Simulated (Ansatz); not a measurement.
## One geometry of In3Se, one setting changed: set of potentials

Method: DFT PBE, scalar-relativistic, plane waves (Ansatz 0.2.0). The atoms stay where they are, in a cell that isn't relaxed at these levels; pressure is positive in compression.

```
In Se
1.0
     4.80376    0.00000    0.00000
     0.00000    4.80376    0.00000
     0.00000    0.00000    4.80376
In Se
3 1
Direct
  0.00000 0.50000 0.50000
  0.50000 0.00000 0.50000
  0.50000 0.50000 0.00000
  0.00000 0.00000 0.00000
```

```
Γ-centred k-mesh : 10×10×10
occupation rule  : Gaussian smearing, 0.1 eV
spin treatment   : unpolarised
```

```json
{"set of potentials": "PAW (default set)", "cutoff (eV)": "420", "gap on mesh (eV)": "metal", "P (GPa)": "-0.3"}
{"set of potentials": "PAW (harder set)", "cutoff (eV)": "710", "gap on mesh (eV)": "metal", "P (GPa)": "-0.3"}
```

Problem. What do the runs give for norm-conserving potentials?

Solution. They give:

```
         set of potentials cutoff (eV) gap on mesh (eV) P (GPa)
norm-conserving potentials         1170             metal     -0.3
```